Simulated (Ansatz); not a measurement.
Computed with Ansatz, DFT r2SCAN, scalar-relativistic, plane waves, PAW.

Structure of NbB$_{2}$:

```yaml
crystal:
  lattice:
    - [3.10214, 0.00000, 0.00000]
    - [-1.55107, 2.68653, 0.00000]
    - [0.00000, 0.00000, 3.32344]
  atoms:
    - { symbol: Nb, position: [0.00000, 0.00000, 0.00000] }
    - { symbol: B, position: [0.33333, 0.66667, 0.50000] }
    - { symbol: B, position: [0.66667, 0.33333, 0.50000] }
```

Plane waves to 500 eV, a k mesh through Γ of 18×18×14 on the computed 3-atom cell and Gaussian smearing (0.10 eV); no spin polarisation.

Levels along Γ–M–K–Γ–A–L–H–A | L–M | H–K, in eV from the Fermi level, sorted by energy at each point. Points in fractions of the primitive reciprocal vectors: Γ (0.000 0.000 0.000), M (0.500 0.000 0.000), K (0.333 0.333 0.000), A (0.000 0.000 0.500), L (0.500 0.000 0.500), H (0.333 0.333 0.500).
```csv
point,"k (1/Å, with 2π)",band 8,band 9,band 10,band 11,band 12,band 13,band 14
Γ,0.000,-4.46,-3.46,1.29,1.29,3.28,3.28,4.38
-,0.167,-4.38,-3.64,1.24,1.56,2.55,2.71,4.81
-,0.334,-4.17,-4.05,1.09,1.58,2.10,2.16,5.63
-,0.501,-4.41,-3.99,0.88,0.98,1.82,2.66,6.04
-,0.668,-4.41,-4.05,0.66,1.04,1.88,2.61,6.23
-,0.835,-4.46,-4.31,0.48,1.74,2.18,2.22,6.29
-,1.002,-4.56,-4.52,0.35,1.88,2.51,2.73,6.25
M,1.169,-4.66,-4.54,0.31,1.75,2.66,3.30,6.15
-,1.266,-5.25,-3.96,-0.15,2.27,2.50,3.24,6.37
-,1.362,-5.41,-3.33,-0.91,2.10,3.06,3.19,6.94
-,1.459,-5.25,-2.68,-1.67,1.62,2.76,4.22,7.70
-,1.555,-5.03,-2.38,-1.99,1.13,2.37,5.25,8.56
-,1.652,-4.75,-3.01,-1.27,0.69,1.92,6.24,8.29
-,1.748,-4.42,-3.56,-0.55,0.31,1.45,7.09,7.97
K,1.845,-4.02,-4.02,0.00,0.00,1.17,7.64,7.64
-,2.037,-4.69,-3.08,-0.59,-0.37,2.25,6.96,7.47
-,2.230,-5.00,-1.99,-1.64,-0.40,3.22,6.33,6.37
-,2.423,-4.98,-2.60,-0.83,-0.10,2.87,4.98,6.02
-,2.616,-4.68,-3.39,0.20,0.51,2.08,3.68,6.08
-,2.809,-4.19,-3.97,0.89,1.38,1.91,2.52,6.16
-,3.002,-4.34,-3.69,1.21,1.65,2.44,2.55,4.94
Γ,3.195,-4.46,-3.46,1.29,1.29,3.28,3.28,4.38
-,3.330,-4.49,-3.04,0.94,0.94,3.09,3.09,4.38
-,3.465,-4.31,-2.35,0.24,0.24,2.56,2.56,4.39
-,3.600,-4.01,-1.60,-0.46,-0.46,1.81,1.81,4.41
-,3.735,-3.60,-1.06,-1.06,-0.83,0.96,0.96,4.43
-,3.870,-3.09,-1.50,-1.50,-0.10,0.08,0.08,4.46
-,4.005,-2.51,-1.77,-1.77,-0.74,-0.74,0.46,4.47
A,4.140,-2.10,-1.86,-1.86,-1.23,-1.23,0.68,4.48
-,4.307,-3.17,-1.58,-1.09,-0.79,-0.67,0.74,4.95
-,4.474,-4.19,-2.34,-0.67,0.21,0.71,0.93,6.03
-,4.641,-5.05,-3.14,0.00,1.05,1.21,2.09,7.15
-,4.808,-5.73,-3.75,0.87,1.55,1.80,3.36,7.45
-,4.975,-6.22,-4.00,1.83,1.89,2.52,4.37,6.50
-,5.142,-6.19,-3.88,2.14,2.67,3.21,5.01,5.64
L,5.309,-6.14,-3.75,2.23,3.03,3.59,5.19,5.23
-,5.406,-6.09,-3.78,2.24,3.09,3.63,5.19,5.33
-,5.502,-5.93,-3.88,2.25,3.25,3.76,5.17,5.63
-,5.599,-5.69,-4.01,2.26,3.52,3.93,5.15,6.16
-,5.695,-5.40,-4.18,2.28,3.86,4.11,5.10,6.26
-,5.792,-5.08,-4.35,2.29,4.27,4.29,5.02,6.04
-,5.888,-4.81,-4.51,2.30,4.49,4.73,4.89,5.71
H,5.985,-4.64,-4.64,2.31,4.71,4.71,5.23,5.23
-,6.178,-4.75,-4.74,2.25,4.15,4.18,5.11,6.27
-,6.370,-5.43,-4.62,1.96,3.06,3.38,5.08,7.25
-,6.563,-6.02,-4.21,1.33,2.04,2.52,4.06,7.83
-,6.756,-5.40,-3.52,0.38,1.42,1.59,2.61,7.54
-,6.949,-4.50,-2.61,-0.48,0.57,1.01,1.06,6.39
-,7.142,-3.35,-1.68,-1.04,-0.60,-0.48,0.77,5.09
A,7.335,-2.10,-1.86,-1.86,-1.23,-1.23,0.68,4.48
L,7.335,-6.14,-3.75,2.23,3.03,3.59,5.19,5.23
-,7.470,-5.93,-3.82,1.71,3.01,4.06,4.90,5.23
-,7.605,-5.48,-4.03,0.99,2.96,4.10,4.57,5.33
-,7.740,-5.03,-4.35,0.53,2.88,3.12,4.69,5.50
-,7.875,-4.75,-4.74,0.49,2.12,2.80,4.51,5.70
-,8.010,-5.09,-4.65,0.84,1.22,2.72,4.13,5.91
-,8.145,-4.70,-4.65,0.56,1.41,2.68,3.62,6.08
M,8.280,-4.66,-4.54,0.31,1.75,2.66,3.30,6.15
H,8.280,-4.64,-4.64,2.31,4.71,4.71,5.23,5.23
-,8.415,-4.62,-4.62,2.25,4.31,4.31,5.45,5.45
-,8.550,-4.59,-4.59,2.07,3.55,3.55,5.79,5.79
-,8.685,-4.52,-4.52,1.83,2.63,2.63,6.19,6.19
-,8.820,-4.40,-4.40,1.57,1.68,1.68,6.64,6.64
-,8.955,-4.25,-4.25,0.84,0.84,1.36,7.11,7.11
-,9.090,-4.09,-4.09,0.23,0.23,1.22,7.49,7.49
K,9.226,-4.02,-4.02,0.00,0.00,1.17,7.64,7.64
```

Cost: 1 run of about 0.94 core-minutes, on Arm Neoverse V1 (shared hosts).